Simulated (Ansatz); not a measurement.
Total density of states per atom from the program Ansatz at the r²SCAN level (PAW), in 0.25 eV bins, energy from the valence-band maximum:

(E (eV), states/eV/atom): (-7.85, 0.00); (-7.60, 0.00); (-7.35, 0.00); (-7.10, 0.00); (-6.85, 0.00); (-6.60, 0.00); (-6.35, 0.00); (-6.10, 0.00); (-5.85, 0.01); (-5.60, 1.20); (-5.35, 0.80); (-5.10, 0.43); (-4.85, 0.30); (-4.60, 0.24); (-4.35, 0.19); (-4.10, 0.15); (-3.85, 0.13); (-3.60, 0.11); (-3.35, 0.19); (-3.10, 0.72); (-2.85, 0.66); (-2.60, 0.65); (-2.35, 0.86); (-2.10, 0.90); (-1.85, 0.87); (-1.60, 0.84); (-1.35, 0.83); (-1.10, 0.80); (-0.85, 0.52); (-0.60, 0.33); (-0.35, 0.20); (-0.10, 0.06); (0.15, 0.00); (0.40, 0.00); (0.65, 0.00); (0.90, 0.00); (1.15, 0.00); (1.40, 0.00); (1.65, 0.01); (1.90, 0.04); (2.15, 0.19); (2.40, 0.40); (2.65, 0.58); (2.90, 0.95); (3.15, 1.01); (3.40, 0.69); (3.65, 0.52); (3.90, 0.49); (4.15, 0.41); (4.40, 0.46); (4.65, 1.12); (4.90, 0.92); (5.15, 0.57); (5.40, 0.57); (5.65, 0.92); (5.90, 0.90)

Question: Which of these materials gives this?
A) In2Ag, I4/mcm (In on 8h, Ag on 4a)
B) BeS, zinc blende
C) SrIn2, P6_3/mmc (Sr on 2b, In on 4f)
D) InP, zinc blende

Answer: D, InP, zinc blende. Top 1 eV of the valence band: P 3p 81 %, In 5p 16 %. Bottom 1 eV of the conduction band: In 5s 40 %, P 3s 27 %, P 3p 18 %, In 5p 12 %. Projections are on Löwdin-orthogonalised atomic valence shells; empty p or d shells of many metals are not among them.

Space group F-43m (zinc blende). The cell was relaxed with r²SCAN under the symmetry of its start. Spin–orbit coupling is left out wherever it is not named.

Potentials: the later of the program's two PAW sets.
